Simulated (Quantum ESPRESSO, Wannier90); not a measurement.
RbCdF$_{3}$ (cubic perovskite): Wannier90 run

```xyz
5
Lattice="4.4250 0.0000 0.0000 0.0000 4.4250 0.0000 0.0000 0.0000 4.4250" Properties=species:S:1:pos:R:3 pbc="T T T"
Rb     0.0000     0.0000     0.0000
Cd     2.2125     2.2125     2.2125
F      0.0000     2.2125     2.2125
F      2.2125     0.0000     2.2125
F      2.2125     2.2125     0.0000
```

Structure: Materials Project mp-6951, symmetrised, not relaxed again. Not found in the COD (Crystallography Open Database) copy used; not checked further. Method: PBEsol plane waves in Quantum ESPRESSO 7.5 (PseudoDojo norm-conserving files, 82 Ry, no spin polarisation, no spin-orbit coupling), Bloch states on a 6×6×6 mesh through Γ, Wannier90 4.0.1. Density: 8×8×8 mesh, cold smearing 0.01 Ry.

A tight-binding model is made by disentanglement and projection with no localisation steps (num_iter = 0), so the 22 orbitals stay atom-like: hydrogen-like Rb: s; Cd: s;p;d; F: s;p, axes along x, y, z; frozen window up to 4.58 eV relative to the valence-band maximum. It follows pw.x to 1.1 meV rms for states up to 4.1 eV relative to the valence-band maximum. Matrix elements depend on this choice of orbitals and windows. Bands 9–11 (Rb 4p 97 %) lie between the kept ones and are excluded.

### Question
What are the on-site energies relative to the valence-band maximum, and how fast do the hoppings decay?

### Answer
| atom | orbitals | energy (eV) |
|---|---|---|
| Rb1 | s | 8.98 |
| Cd2 | s | 5.90 |
| Cd2 | pz px py | 11.31 |
| Cd2 | dz2 dx2-y2 | -5.01 |
| Cd2 | dxz dyz dxy | -4.98 |
| F3 | s | -19.89 |
| F3 | pz py | -1.74 |
| F3 | px | -2.54 |
| F4 | s | -19.89 |
| F4 | pz px | -1.74 |
| F4 | py | -2.54 |
| F5 | s | -19.89 |
| F5 | pz | -2.54 |
| F5 | px py | -1.74 |

| distance of the centres (Å) | largest modulus (eV) |
|---|---|
| 2–3 | 1.3 |
| 3–4 | 1.3 |
| 4–5 | 0.52 |
| 5–6 | 0.052 |
| 6–7 | 0.11 |
| 7–8 | 0.041 |
| 8–9 | 0.037 |
| 9–10 | 0.020 |
| 10–11 | 0.0057 |
| 11–12 | 0.0055 |
| 12–13 | 0.0040 |
